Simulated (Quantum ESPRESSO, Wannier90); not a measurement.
ZrGe$_{2}$ (Cmcm), plane waves to Wannier functions

Cell from Materials Project (mp-2430), symmetrised, no further relaxation. COD (Crystallography Open Database) has an entry of this formula and space group (matched by these alone). Level: PBEsol, no spin polarisation, no spin-orbit coupling; pw.x of Quantum ESPRESSO at 63 Ry with PseudoDojo potentials, 4×6×6 k-points, Wannier90. Density: 8×8×8 mesh, cold smearing 0.01 Ry. Spin-orbit coupling, left out, would split the p-like bands by a few tenths of an eV.

On the energy scale of pw.x, whose zero is arbitrary, the Fermi level lies at 14.76 eV.

Input w.win:

```
num_bands = 20
num_wann = 20
exclude_bands = 1-8,29-78
num_iter = 1000
conv_tol = 1.0e-6
conv_window = 4
write_hr = true
write_u_matrices = true
auto_projections = true
begin unit_cell_cart
ang
    0.0000000000    0.0000000000    3.7743400000
   -3.8113500000    0.0000000000    0.0000000000
    1.9056750000   -7.6136850000    0.0000000000
end unit_cell_cart
begin atoms_frac
Zr  -0.2500000000  0.1063300000  0.2126600000
Zr   0.2500000000 -0.1063300000 -0.2126600000
Ge  -0.2500000000  0.4424000000 -0.1152000000
Ge   0.2500000000 -0.4424000000  0.1152000000
Ge   0.2500000000  0.2501800000 -0.4996400000
Ge  -0.2500000000 -0.2501800000  0.4996400000
end atoms_frac
mp_grid = 4 6 6
begin kpoints
0.0000000000 0.0000000000 0.0000000000
0.0000000000 0.0000000000 0.1666666667
0.0000000000 0.0000000000 0.3333333333
... (141 more lines: the 4x6x6 mesh through Gamma)
end kpoints
```

Input of pw2wannier90.x that gives the overlap and projection files (equivalent; here they were cut from one run over all bands):

```
&inputpp
  outdir = './out'
  prefix = 'pwscf'
  seedname = 'w'
  write_amn = .true.
  write_mmn = .true.
  atom_proj = .true.
  atom_proj_exclude = 1 2 3 4 5 6 7 8 9 10 11 12 13 14 15 16 17 18 19 20 26 27 28 29 35 36 37 38 44 45 46 47 53 54 55 56
/
```

Output w.wout (banner and timings cut):

```
                                    ------
                                    SYSTEM
                                    ------

                              Lattice Vectors (Ang)
                    a_1     0.000000   0.000000   3.774340
                    a_2    -3.811350   0.000000   0.000000
                    a_3     1.905675  -7.613685   0.000000

                   Unit Cell Volume:     109.52538  (Ang^3)

                        Reciprocal-Space Vectors (Ang^-1)
                    b_1     0.000000   0.000000   1.664711
                    b_2    -1.648546  -0.412624   0.000000
                    b_3     0.000000  -0.825249   0.000000

 *----------------------------------------------------------------------------*
 |   Site       Fractional Coordinate          Cartesian Coordinate (Ang)     |
 +----------------------------------------------------------------------------+
 | zr   1  -0.25000   0.10633   0.21266   |    0.00000  -1.61913  -0.94359    |
 | zr   2   0.25000  -0.10633  -0.21266   |    0.00000   1.61913   0.94359    |
 | ge   1  -0.25000   0.44240  -0.11520   |   -1.90568   0.87710  -0.94359    |
 | ge   2   0.25000  -0.44240   0.11520   |    1.90568  -0.87710   0.94359    |
 | ge   3   0.25000   0.25018  -0.49964   |   -1.90568   3.80410   0.94359    |
 | ge   4  -0.25000  -0.25018   0.49964   |    1.90568  -3.80410  -0.94359    |
 *----------------------------------------------------------------------------*
                                ------------
                                K-POINT GRID
                                ------------

             Grid size =  4 x  6 x  6      Total points =  144

 *---------------------------------- MAIN ------------------------------------*
 |  Number of Wannier Functions               :                20             |
 |  Number of Objective Wannier Functions     :                20             |
 |  Number of input Bloch states              :                20             |
 |  Output verbosity (1=low, 5=high)          :                 1             |
 |  Timing Level (1=low, 5=high)              :                 1             |
 |  Optimisation (0=memory, 3=speed)          :                 3             |
 |  Length Unit                               :               Ang             |
 |  Post-processing setup (write *.nnkp)      :                 F             |
 |  Using Gamma-only branch of algorithms     :                 F             |
 *----------------------------------------------------------------------------*
 *------------------------------- WANNIERISE ---------------------------------*
 |  Total number of iterations                :              1000             |
 |  Number of CG steps before reset           :                 5             |
 |  Trial step length for line search         :             2.000             |
 |  Convergence tolerence                     :         0.100E-05             |
 |  Convergence window                        :                 4             |
 |  Iterations between writing output         :                 1             |
 |  Iterations between backing up to disk     :               100             |
 |  Write r^2_nm to file                      :                 F             |
 |  Write xyz WF centres to file              :                 F             |
 |  Write on-site energies <0n|H|0n> to file  :                 F             |
 |  Use guiding centre to control phases      :                 F             |
 |  Use phases for initial projections        :                 F             |
 *----------------------------------------------------------------------------*
 *-------------------------------- PLOTTING ----------------------------------*
 |  Plotting Hamiltonian in WF basis          :                 T             |
 *----------------------------------------------------------------------------*

 *---------------------------------- K-MESH ----------------------------------*
 +----------------------------------------------------------------------------+
 |                    Distance to Nearest-Neighbour Shells                    |
 |                    ------------------------------------                    |
 |          Shell             Distance (Ang^-1)          Multiplicity         |
 |          -----             -----------------          ------------         |
 |             1                   0.137541                      2            |
 |             2                   0.275083                      2            |
 |             3                   0.283233                      4            |
 |             4                   0.343594                      4            |
 |             5                   0.412624                      2            |
 |             6                   0.416178                      2            |
 |             7                   0.438317                      4            |
 |             8                   0.440144                      4            |
       ... (lines left out)
 +----------------------------------------------------------------------------+
 | The b-vectors are chosen automatically                                     |
 | SVD found small singular value, Rejecting this shell and trying the next   |
 | The following shells are used:                       1,  3,  6             |
 +----------------------------------------------------------------------------+
 |                        Shell   # Nearest-Neighbours                        |
 |                        -----   --------------------                        |
 |                          1               2                                 |
 |                          2               4                                 |
 |                          3               2                                 |
 +----------------------------------------------------------------------------+
 | Completeness relation is fully satisfied [Eq. (B1), PRB 56, 12847 (1997)]  |
 +----------------------------------------------------------------------------+
 |                  b_k Vectors (Ang^-1) and Weights (Ang^2)                  |
 |                  ----------------------------------------                  |
 |            No.         b_k(x)      b_k(y)      b_k(z)        w_b           |
 |            ---        --------------------------------     --------        |
 |             1         0.000000   -0.137541    0.000000    24.774520        |
 |             2         0.000000    0.137541    0.000000    24.774520        |
 |             3        -0.274758   -0.068771    0.000000     3.311620        |
 |             4        -0.274758    0.068771    0.000000     3.311620        |
 |             5         0.274758    0.068771    0.000000     3.311620        |
 |             6         0.274758   -0.068771    0.000000     3.311620        |
 |             7         0.000000    0.000000    0.416178     2.886771        |
 |             8         0.000000    0.000000   -0.416178     2.886771        |
 +----------------------------------------------------------------------------+
 |                           b_k Directions (Ang^-1)                          |
 |                           -----------------------                          |
 |            No.           x           y           z                         |
 |            ---        --------------------------------                     |
 |             1         0.000000   -0.137541    0.000000                     |
 |             2        -0.274758   -0.068771    0.000000                     |
 |             3        -0.274758    0.068771    0.000000                     |
 |             4         0.000000    0.000000    0.416178                     |
 +----------------------------------------------------------------------------+

 Starting a new Wannier90 calculation ...

 Reading overlaps from w.mmn

 Reading projections from w.amn

 *------------------------------- WANNIERISE ---------------------------------*
 +--------------------------------------------------------------------+<-- CONV
 | Iter  Delta Spread     RMS Gradient      Spread (Ang^2)            |<-- CONV
 +--------------------------------------------------------------------+<-- CONV

 ------------------------------------------------------------------------------
 Initial State
  WF centre and spread    1  ( -1.905675,  0.876329, -0.943585 )     0.29102572
  WF centre and spread    2  ( -1.905675,  0.882337, -0.943585 )     0.34121160
  WF centre and spread    3  ( -1.905675,  0.874029, -0.943585 )     0.29371848
  WF centre and spread    4  ( -1.905675,  0.875069, -0.943585 )     0.29503145
  WF centre and spread    5  ( -1.905675,  0.874327, -0.943585 )     0.29825331
  WF centre and spread    6  (  1.905675, -0.876329,  0.943585 )     0.29102572
  WF centre and spread    7  (  1.905675, -0.882337,  0.943585 )     0.34121160
  WF centre and spread    8  (  1.905675, -0.874029,  0.943585 )     0.29371848
  WF centre and spread    9  (  1.905675, -0.875069,  0.943585 )     0.29503145
  WF centre and spread   10  (  1.905675, -0.874327,  0.943585 )     0.29825331
  WF centre and spread   11  ( -1.905675,  3.803138,  0.943585 )     0.28784244
  WF centre and spread   12  ( -1.905675,  3.804098,  0.943585 )     0.28453000
  WF centre and spread   13  ( -1.905675,  3.808775,  0.943585 )     0.30004076
  WF centre and spread   14  ( -1.905675,  3.805117,  0.943585 )     0.28888597
  WF centre and spread   15  ( -1.905675,  3.799643,  0.943585 )     0.29989178
  WF centre and spread   16  (  1.905675, -3.803138, -0.943585 )     0.28784244
  WF centre and spread   17  (  1.905675, -3.804098, -0.943585 )     0.28453000
  WF centre and spread   18  (  1.905675, -3.808775, -0.943585 )     0.30004076
  WF centre and spread   19  (  1.905675, -3.805117, -0.943585 )     0.28888597
  WF centre and spread   20  (  1.905675, -3.799643, -0.943585 )     0.29989178
  Sum of centres and spreads ( -0.000000,  0.000000,  0.000000 )     5.96086302

      0     0.596E+01     0.0000000000        5.9608629336  <-- CONV
        O_D=      0.0000149 O_OD=      0.0014222 O_TOT=      5.9608629 <-- SPRD
 ------------------------------------------------------------------------------
      1    -0.291E-05     0.0013174112        5.9608600197  <-- CONV
        O_D=      0.0000149 O_OD=      0.0014192 O_TOT=      5.9608600 <-- SPRD
      2    -0.377E-06     0.0012056758        5.9608596429  <-- CONV
        O_D=      0.0000149 O_OD=      0.0014189 O_TOT=      5.9608596 <-- SPRD
      3    -0.543E-06     0.0007549596        5.9608591003  <-- CONV
        O_D=      0.0000149 O_OD=      0.0014183 O_TOT=      5.9608591 <-- SPRD
      4    -0.340E-06     0.0009273388        5.9608587603  <-- CONV
        O_D=      0.0000149 O_OD=      0.0014180 O_TOT=      5.9608588 <-- SPRD
      5    -0.158E-06     0.0005887846        5.9608586019  <-- CONV
        O_D=      0.0000149 O_OD=      0.0014178 O_TOT=      5.9608586 <-- SPRD
             <<<     Delta < 1.000E-06  over  4 iterations     >>>
             <<< Wannierisation convergence criteria satisfied >>>
 Final State
  WF centre and spread    1  ( -1.905675,  0.876330, -0.943585 )     0.29102591
  WF centre and spread    2  ( -1.905675,  0.882338, -0.943585 )     0.34121309
  WF centre and spread    3  ( -1.905675,  0.874029, -0.943585 )     0.29371863
  WF centre and spread    4  ( -1.905675,  0.875070, -0.943585 )     0.29503131
  WF centre and spread    5  ( -1.905675,  0.874328, -0.943585 )     0.29825025
  WF centre and spread    6  (  1.905675, -0.876330,  0.943585 )     0.29102591
  WF centre and spread    7  (  1.905675, -0.882338,  0.943585 )     0.34121309
  WF centre and spread    8  (  1.905675, -0.874029,  0.943585 )     0.29371863
  WF centre and spread    9  (  1.905675, -0.875070,  0.943585 )     0.29503131
  WF centre and spread   10  (  1.905675, -0.874328,  0.943585 )     0.29825025
  WF centre and spread   11  ( -1.905675,  3.803138,  0.943585 )     0.28784164
  WF centre and spread   12  ( -1.905675,  3.804098,  0.943585 )     0.28453161
  WF centre and spread   13  ( -1.905675,  3.808775,  0.943585 )     0.30004082
  WF centre and spread   14  ( -1.905675,  3.805117,  0.943585 )     0.28888469
  WF centre and spread   15  ( -1.905675,  3.799643,  0.943585 )     0.29989140
  WF centre and spread   16  (  1.905675, -3.803138, -0.943585 )     0.28784164
  WF centre and spread   17  (  1.905675, -3.804098, -0.943585 )     0.28453161
  WF centre and spread   18  (  1.905675, -3.808775, -0.943585 )     0.30004082
  WF centre and spread   19  (  1.905675, -3.805117, -0.943585 )     0.28888469
  WF centre and spread   20  (  1.905675, -3.799643, -0.943585 )     0.29989140
  Sum of centres and spreads ( -0.000000,  0.000000,  0.000000 )     5.96085869

         Spreads (Ang^2)       Omega I      =     5.959425880
        ================       Omega D      =     0.000014882
                               Omega OD     =     0.001417840
    Final Spread (Ang^2)       Omega Total  =     5.960858602
```
